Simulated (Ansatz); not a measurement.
Computed with Ansatz, DFT PBE, scalar-relativistic, plane waves, PAW. All cells share a 420 eV cutoff and Γ-centred k meshes spaced at most about 0.3 Å⁻¹ (about 0.25 or finer for metals, 2π included). No spin polarisation in the final relaxations.

All energies are static (0 K, no zero-point motion).

Two relaxed structures of Ta₂Si₂O:

A.

```yaml
crystal:
  lattice:
    - [3.32769, 0.00000, 0.00000]
    - [0.00000, 3.32769, 0.00000]
    - [0.00000, 0.00000, 6.52545]
  atoms:
    - { symbol: Ta, position: [0.00000, 0.00000, 0.38161] }
    - { symbol: Ta, position: [0.50000, 0.50000, 0.01758] }
    - { symbol: Si, position: [0.50000, 0.00000, 0.70914] }
    - { symbol: Si, position: [0.00000, 0.50000, 0.70914] }
    - { symbol: O, position: [0.50000, 0.50000, 0.32832] }
```

B.

```yaml
crystal:
  lattice:
    - [1.70371, 0.98364, 7.14411]
    - [-1.70371, 0.98364, 7.14411]
    - [0.00000, -1.96728, 7.14411]
  atoms:
    - { symbol: Ta, position: [0.72970, 0.72970, 0.72970] }
    - { symbol: Ta, position: [0.27030, 0.27030, 0.27030] }
    - { symbol: Si, position: [0.13720, 0.13720, 0.13720] }
    - { symbol: Si, position: [0.86280, 0.86280, 0.86280] }
    - { symbol: O, position: [0.00000, 0.00000, 0.00000] }
```

Question: Which is lower in energy, and by how much?

Answer: A is lower, by 100 meV/atom. A has space group P4mm (No. 99), 14.5 Å³/atom and no gap on its mesh; B has space group R-3m (No. 166), 14.4 Å³/atom and no gap. Counting Si or Ta atoms around O (for each partner element, those within 1.25 times its shortest distance or 1.15 times the sum of covalent radii, where it is the nearest in units of that sum or under 1.3; a plus sign parts groups by distance over the sum of covalent radii), A has O 1+4 and B has O 6. A and B both hold Si–Si nets. In A, Ta on its first site is surrounded by 4 O at 2.38 Å and 4 Si at 2.71 Å; Si is surrounded by 4 Si at 2.35 Å, 4 Ta at 2.61–2.71 Å and 2 O at 2.99 Å; O has 1 Ta at 2.03 Å, 4 Ta at 2.38 Å and 4 Si at 2.99 Å; 1 more site not described. In B, Ta is surrounded by 3 O at 2.39 Å, 3 Si at 2.53 Å and 1 Si at 2.85 Å; around Si lie 3 Si at 2.34 Å, 3 Ta at 2.53 Å, 1 Ta at 2.85 Å and 1 O at 2.94 Å; O has 6 Ta at 2.39 Å and 2 Si at 2.94 Å. Both come from invented guesses.

These runs have no spin–orbit coupling, which can matter for Ta. Cells relaxed within their symmetry can be saddle points.
